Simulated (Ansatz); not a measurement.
MoPt:
```yaml
crystal:
  lattice:
    - [0.00000, 2.59105, 2.59105]
    - [2.59105, 0.00000, 2.59105]
    - [2.59105, 2.59105, 0.00000]
  atoms:
    - { symbol: Pt, position: [0.00000, 0.00000, 0.00000] }
    - { symbol: Mo, position: [0.50000, 0.50000, 0.50000] }
```

Relaxed with PBEsol (plane waves, PAW; program Ansatz). Indices refer to the conventional cell of Fm-3m, a = 5.1821 Å, b = 5.1821 Å, c = 5.1821 Å, α = 90.00°, β = 90.00°, γ = 90.00°.

Task: Simulate the powder diffraction pattern (Cu Kα, λ = 1.54184 Å; lines above 1 %) up to 2θ = 90°.

Result: Simulated powder pattern, Cu Kα, λ = 1.54184 Å (kinematic, ideal powder, no thermal factors, no anomalous dispersion; the 30 strongest lines at most, above 1 %, up to 2θ = 90°):

| 2θ (°) | d (Å) | I/Imax (%) | hkl |
|---|---|---|---|
| 29.86 | 2.992 | 21 | (111) |
| 34.62 | 2.591 | 100 | (200) |
| 49.77 | 1.832 | 72 | (220) |
| 59.13 | 1.562 | 10 | (311) |
| 62.04 | 1.496 | 25 | (222) |
| 73.03 | 1.296 | 12 | (400) |
| 80.85 | 1.189 | 4.6 | (331) |
| 83.41 | 1.159 | 33 | (420) |

The start of the workflow was typed in or built on a structure type; neither database checked (COD, Materials Project) lists it. Its standing as an ambient phase is unchecked. Symmetry was held in the PBEsol relaxation; whether a distortion lowers the energy is not shown. No spin polarisation was allowed. Its formation energy is positive at this level, so the cell may be metastable or incomplete. Scalar-relativistic: spin–orbit coupling is off unless named, which matters more the heavier the elements.

Potentials: the later of the program's two PAW sets.
